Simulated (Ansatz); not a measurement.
Mo$_{3}$Os: reading a single point

```
Os Mo
1.0
     4.90750   -0.00760   -0.04403
    -0.00760    5.00361   -0.03057
    -0.04403   -0.03057    4.84002
Os Mo
2 6
Direct
  0.00213 0.01185 0.01820
  0.50876 0.48666 0.50510
  0.23172 0.01502 0.50068
  0.50070 0.76224 0.98800
  0.74806 0.99931 0.48964
  0.49687 0.23824 0.00541
  0.98806 0.48103 0.74699
  0.00552 0.49669 0.24759
```

Single point in Ansatz 0.2.0 with r2SCAN, collinear spin. Cutoff 500 eV, PAW datasets, 4×4×4 (shifted by 0.5, 0.5, 0.5 steps) k mesh, fermi-dirac filling (width 0.1064 eV).

The state carries no moments; the state need not be the lowest.

(1) Is the cell too large or too small?

(2) What do density and ELF say about some of the short contacts?

(3) Where is the largest force?

(4) Is there a gap?

Origin: a strained cell with displaced atoms, so it need not be a known compound. Caveats: the input typed no starting moments; the k mesh is coarse if the cell is a metal; atoms or cell far from equilibrium.

## Answers

(1) The pressure is 13.2 GPa (compression positive), so with the atoms held at these fractions the cell would first expand; the forces are large, so a full relaxation may end otherwise. The principal stresses 6.5, 12.9, 20.2 GPa differ, so its shape would change too.

(2) Mo–Mo at 2.37 Å: least valence density 0.73 e/Å³ and ELF 0.33 there. Os–Mo at 2.57 Å: least valence density 0.55 e/Å³ and ELF 0.36 there. These are pseudo-fields; inside the PAW spheres they differ from the all-electron ones.

(3) The largest is on Mo3 (and as large on other atoms): 2.21 eV/Å, components (1.64, -1.32, 0.66). It makes 137° with the line to a nearest neighbour, Mo5 at 2.37 Å, pointing away from it.

(4) It is a metal, with about 7.4 states/eV a cell as the mean within 0.25 eV of the Fermi level, mostly Mo d (69 %) and Os d (23 %).
